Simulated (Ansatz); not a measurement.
Relaxed-ion elastic tensor of Cu3Sn in space group Fm-3m (No. 225; Cu on 4b, Cu on 8c, Sn on 4a) in GPa (Voigt order), the program Ansatz at the LDA level (PAW); density 9.61 g/cm³, 13.37 Å³ per atom.

```tsv
	1	2	3	4	5	6
1	140	147	147	0.0	0.0	0.0
2	147	140	147	0.0	0.0	0.0
3	147	147	140	0.0	0.0	0.0
4	0.0	0.0	0.0	70.8	0.0	0.0
5	0.0	0.0	0.0	0.0	70.8	0.0
6	0.0	0.0	0.0	0.0	0.0	70.8
```

Task: Is the crystal mechanically stable?

Result: No: the smallest eigenvalue of C is -7.6 GPa.

The workflow started from a Materials Project entry (that database holds measured and hypothetical structures alike); the Crystallography Open Database copy checked does not list it. COD files the formula under space group No. 59, 63. With Cu and Sn taken as one species the cell has the higher symmetry Im-3m, so it may be an ordered model of a mixed-site phase. Whether it is the stable phase at ambient conditions was not checked. The LDA relaxation kept the symmetry of its start. At this level the phase is mechanically unstable. The run is not spin-polarised. As this level gives no gap, shear constants depend on the k-mesh and smearing (Fermi–Dirac, 0.1 eV here). Scalar-relativistic: spin–orbit coupling is off unless named, which matters more the heavier the elements.

Potentials: the later of the program's two PAW sets.
